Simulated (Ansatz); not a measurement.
## Cs₃Li₂ (Pm-3m)

All numbers below come from DFT PBE, scalar-relativistic, plane waves, PAW in Ansatz.

Cutoff 420 eV; k points 6×6×6 on the computed 5-atom cell (Γ-centred); Gaussian smearing, width 0.10 eV; no spin polarisation.

The structure is relaxed at this level of theory with its symmetry kept, and needn't be the ground state of this composition.

```cif
data_structure
_symmetry_space_group_name_H-M 'Pm-3m'
_symmetry_Int_Tables_number 221
_cell_length_a 7.5665
_cell_length_b 7.5665
_cell_length_c 7.5665
_cell_angle_alpha 90.000
_cell_angle_beta 90.000
_cell_angle_gamma 90.000
_cell_volume 433.19
loop_
_atom_site_label
_atom_site_type_symbol
_atom_site_symmetry_multiplicity
_atom_site_Wyckoff_symbol
_atom_site_fract_x
_atom_site_fract_y
_atom_site_fract_z
_atom_site_occupancy
Cs1 Cs 3 c 0.00000 0.50000 0.50000 1
Li1 Li 1 b 0.50000 0.50000 0.50000 1
Li2 Li 1 a 0.00000 0.00000 0.00000 1
```

| Property | Result |
| --- | --- |
| Space group | Pm-3m (No. 221) |
| Volume per atom | 86.64 Å³ |
| Formation energy from the elements' standard states (uncorrected) | +0.285 eV/atom |
| Kohn–Sham band gap | none (metal) |
| Density of states at the Fermi level | 4.9 states/eV per cell |
| Orbital (Löwdin) character within 0.5 eV of the Fermi level | Cs 6s 49 %, Li 2s 35 %, unprojected 15 % |
| Bader charge by site (e) | Cs (3 in the cell) 0.40, Li (1 in the cell) -0.50, Li (1 in the cell) -0.71 |

Spin-orbit coupling is left out, which matters for the bands of heavy elements.

The cell was found from a structure generator's guess, not taken from experiment. Löwdin shares on free-atom orbitals overweight diffuse shells.
